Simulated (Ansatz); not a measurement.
Ta2O5 (C2), frozen normal mode

Theory: DFT r2SCAN, scalar-relativistic, plane waves, PAW in Ansatz 0.2.0. Settings: plane waves to 500 eV, k-mesh 6×6×6 (Γ-centred), Gaussian smearing 0.05 eV. Spin–orbit coupling is left out, which can shift energies with elements as heavy as these. No spin polarisation. Energies are free energies at this smearing, counted from the undisturbed cell; pressure is positive in compression.

Reference structure (relaxed at this level; it needn't be the usual structure):

```
Ta O
1.0
     3.01406   -2.56465    0.00805
     3.01406    2.56465    0.00805
    -2.74061    0.00000    5.07492
Ta O
2 5
Direct
  0.22831 0.15303 0.29378
  0.84697 0.77169 0.70622
  0.63309 0.21680 0.64782
  0.23643 0.11382 0.95965
  0.27683 0.72317 0.50000
  0.88618 0.76357 0.04035
  0.78320 0.36691 0.35218
```

A zone-centre mode of this cell is frozen in: each atom moves by x times its row below, so x is the largest displacement.
```
atom ux uy uz
 Ta1   0.019   0.057   0.289
 Ta2  -0.019   0.057  -0.289
  O3   0.177   0.105   0.197
  O4  -0.271  -0.959   0.081
  O5   0.000   0.430   0.000
  O6   0.271  -0.959  -0.081
  O7  -0.177   0.105  -0.197
```

| x (Å) | ΔE (meV/cell) |
| --- | --- |
| -0.1200 | 126.3 |
| -0.0900 | 70.9 |
| -0.0600 | 31.5 |
| -0.0300 | 7.9 |
| 0.0000 | 0.0 |
| 0.0300 | 7.8 |
| 0.0600 | 31.1 |
| 0.0900 | 70.0 |
| 0.1050 | 95.2 |
| 0.1200 | 124.2 |

Predict the pressure (GPa) at each point.

```tsv
x (Å)	pressure (GPa)
-0.1200	0.9
-0.0900	0.8
-0.0600	0.6
-0.0300	0.3
0.0000	0.0
0.0300	-0.3
0.0600	-0.7
0.0900	-1.1
0.1050	-1.3
0.1200	-1.6
```